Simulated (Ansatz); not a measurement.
HfO2:
```
CELL_PARAMETERS angstrom
      5.22824     0.00000     0.00000
      0.00000     5.01722     0.00000
      0.00000     0.00000     5.04153
ATOMIC_POSITIONS crystal
  Hf 0.03290 0.26756 0.24230
  Hf 0.96710 0.73244 0.74230
  Hf 0.46710 0.26756 0.74230
  Hf 0.53290 0.73244 0.24230
  O  0.36799 0.07173 0.37991
  O  0.63201 0.92827 0.87991
  O  0.13201 0.07173 0.87991
  O  0.86799 0.92827 0.37991
  O  0.73402 0.45967 0.49079
  O  0.26598 0.54033 0.99079
  O  0.76598 0.45967 0.99079
  O  0.23402 0.54033 0.49079
```

Relaxed with PBEsol. Independent-particle spectrum: no excitons, no local fields, no scissors shift; 0.1 eV broadening; ε₁ of the summed bands alone.

Task: Tabulate the dielectric function from the program Ansatz at the PBEsol level (PAW).

Result: 

| E (eV) | ε₁ xx | ε₂ xx | ε₁ yy | ε₂ yy | ε₁ zz | ε₂ zz |
|---|---|---|---|---|---|---|
| 0.0 | 5.00 | 0.00 | 5.28 | 0.00 | 5.00 | 0.00 |
| 0.3 | 5.01 | 0.00 | 5.29 | 0.00 | 5.01 | 0.00 |
| 0.6 | 5.02 | 0.00 | 5.31 | 0.00 | 5.02 | 0.00 |
| 0.9 | 5.05 | 0.00 | 5.34 | 0.00 | 5.05 | 0.00 |
| 1.2 | 5.09 | 0.00 | 5.38 | 0.00 | 5.09 | 0.00 |
| 1.5 | 5.14 | 0.00 | 5.44 | 0.00 | 5.14 | 0.00 |
| 1.8 | 5.20 | 0.00 | 5.52 | 0.00 | 5.20 | 0.00 |
| 2.1 | 5.28 | 0.00 | 5.61 | 0.00 | 5.28 | 0.00 |
| 2.4 | 5.38 | 0.00 | 5.73 | 0.00 | 5.38 | 0.00 |
| 2.7 | 5.50 | 0.00 | 5.87 | 0.00 | 5.50 | 0.00 |
| 3.0 | 5.65 | 0.00 | 6.05 | 0.00 | 5.65 | 0.00 |
| 3.3 | 5.83 | 0.00 | 6.27 | 0.00 | 5.83 | 0.00 |
| 3.6 | 6.06 | 0.00 | 6.55 | 0.00 | 6.06 | 0.00 |
| 3.9 | 6.35 | 0.00 | 6.92 | 0.00 | 6.35 | 0.00 |
| 4.2 | 6.75 | 0.00 | 7.45 | 0.00 | 6.74 | 0.00 |
| 4.5 | 7.36 | 0.00 | 8.40 | 0.02 | 7.34 | 0.00 |
| 4.8 | 8.51 | 0.28 | 9.27 | 1.34 | 8.52 | 0.22 |
| 5.1 | 9.36 | 1.84 | 10.04 | 1.84 | 9.44 | 2.44 |
| 5.4 | 9.42 | 4.54 | 11.27 | 5.80 | 8.42 | 3.57 |
| 5.7 | 7.55 | 4.10 | 7.32 | 6.62 | 8.05 | 3.48 |
| 6.0 | 7.55 | 4.46 | 7.29 | 4.75 | 8.18 | 4.05 |
| 6.3 | 7.79 | 5.38 | 7.67 | 6.56 | 8.35 | 5.53 |
| 6.6 | 6.24 | 6.56 | 6.40 | 7.12 | 6.78 | 6.46 |
| 6.9 | 5.48 | 5.35 | 5.54 | 6.43 | 5.95 | 6.11 |
| 7.2 | 6.05 | 6.16 | 6.16 | 7.07 | 6.04 | 6.64 |
| 7.5 | 5.14 | 6.75 | 4.47 | 9.32 | 4.99 | 8.08 |
| 7.8 | 3.97 | 6.75 | 2.46 | 7.98 | 3.69 | 6.83 |
| 8.1 | 4.34 | 5.46 | 2.15 | 7.25 | 4.25 | 6.68 |
| 8.4 | 4.02 | 6.02 | 1.88 | 6.17 | 2.53 | 6.68 |
| 8.7 | 4.31 | 7.26 | 2.66 | 6.47 | 4.05 | 5.98 |
| 9.0 | 3.70 | 7.56 | 1.80 | 6.97 | 3.26 | 7.58 |
| 9.3 | 2.01 | 8.73 | 0.56 | 6.38 | 2.58 | 7.58 |
| 9.6 | 0.59 | 7.55 | 1.10 | 5.63 | 2.05 | 7.81 |
| 9.9 | 0.68 | 6.84 | 1.45 | 6.63 | 0.80 | 7.97 |
| 10.2 | -0.29 | 7.03 | -0.17 | 6.97 | -0.45 | 7.97 |
| 10.5 | -1.09 | 6.56 | -0.92 | 6.22 | -1.93 | 7.55 |
| 10.8 | -1.69 | 6.11 | -1.85 | 5.51 | -2.38 | 5.94 |
| 11.1 | -2.07 | 4.89 | -1.52 | 4.47 | -2.14 | 5.22 |
| 11.4 | -1.77 | 3.90 | -1.28 | 3.94 | -2.66 | 4.57 |
| 11.7 | -1.68 | 3.78 | -1.47 | 4.03 | -2.77 | 3.61 |
| 12.0 | -1.79 | 3.31 | -1.64 | 3.76 | -2.44 | 2.73 |

Task: From ε at 4.8 eV (xx: 8.51 + 0.28i), find n, k, the normal reflectivity and the absorption coefficient.

Result: n = 2.92, k = 0.048, R = 24 %, α = 2kE/ħc = 23000 cm⁻¹.

With all bands, ε∞ without local fields is 5.27 (xx), 5.54 (yy), 5.28 (zz). DFPT, with local fields, gives 5.05 (xx), 5.30 (yy), 5.05 (zz).

Space group Pca2_1. The PBEsol relaxation kept the symmetry of its start. No spin polarisation was allowed. Spin–orbit coupling is left out wherever it is not named.

Potentials: the later of the program's two PAW sets.
